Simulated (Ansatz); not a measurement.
Question: Name crystals whose computed values (the program Ansatz at the PBEsol level (PAW)) fall in these windows: highest Γ mode, no LO–TO term (cm⁻¹) 760 to 970; gap (eV) 1.8 to 2.6; HSE06 gap (eV) 4.1 to 5.1.

Answer: 

| crystal | highest Γ mode, no LO–TO term (cm⁻¹) | gap (eV) | HSE06 gap (eV) |
|---|---|---|---|
| ZnO2, Pa-3 (Zn on 4a, O on 8c) | 868 | 2.22 | 4.49 |
Others may fit too.

Standing as an ambient phase not checked: ZnO2, Pa-3 (Zn on 4a, O on 8c). The cell was relaxed under the symmetry of its start.

Potentials: the later of the program's two PAW sets.
